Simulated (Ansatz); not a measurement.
Below is a relaxed structure of GeCl5. The cell was found from a structure generator's guess, not taken from experiment.

All numbers below come from Ansatz 0.2.0, DFT PBE, scalar-relativistic, plane waves, PAW. Cutoff 420 eV, Γ-centred mesh, Gaussian smearing, no spin polarisation.

```cif
data_structure
_symmetry_space_group_name_H-M 'P 1'
_symmetry_Int_Tables_number 1
_cell_length_a 4.6088
_cell_length_b 4.6088
_cell_length_c 10.6009
_cell_angle_alpha 90.000
_cell_angle_beta 90.000
_cell_angle_gamma 120.000
_cell_volume 195.00
loop_
_atom_site_label
_atom_site_type_symbol
_atom_site_fract_x
_atom_site_fract_y
_atom_site_fract_z
_atom_site_occupancy
Ge1 Ge 0.00000 0.00000 0.00000 1
Cl1 Cl 0.00000 0.00000 0.50000 1
Cl2 Cl 0.33333 0.66667 0.50000 1
Cl3 Cl 0.00000 0.00000 0.78816 1
Cl4 Cl 0.00000 0.00000 0.21184 1
Cl5 Cl 0.33333 0.66667 0.00000 1
```

The zero of energy is the elements' standard structures at the same level (Cl₂ as a molecule); no fitted shifts are applied.

Q: What space group does it have?

A: P-6m2 (No. 187). Conventional cell: a = 4.609 Å, c = 10.601 Å. Ge has 2 Cl at 2.25 Å and 3 Cl at 2.66 Å; Cl on a site of symmetry -6m2 has 3 Cl at 2.66 Å and 2 Cl at 3.05 Å; Cl on a second site of symmetry -6m2 is surrounded by 3 Cl at 2.66 Å; Cl on a site of symmetry 3m is surrounded by 1 Ge at 2.25 Å, 1 Cl at 3.05 Å and 3 Cl at 3.48 Å; 1 more site not described.

Q: How far does it lie from the elements in energy?

A: −0.18 eV/atom. It lies below the elements, which doesn't yet make it stable against other compounds or structures.

Q: Is it a metal?

A: Yes, bands cross the Fermi level on the 12×12×4 mesh.

The last run used a 12×12×4 mesh (in the run's order of axes) for its 6-atom cell and Gaussian smearing of 0.10 eV. No dispersion correction is applied, so the spacing and binding between layers, chains or molecules are poorly described. An odd number of electrons in the primitive cell allows no gap without spin; a larger cell or a magnetic state could open one. A structure relaxed within its symmetry needn't be a true minimum.
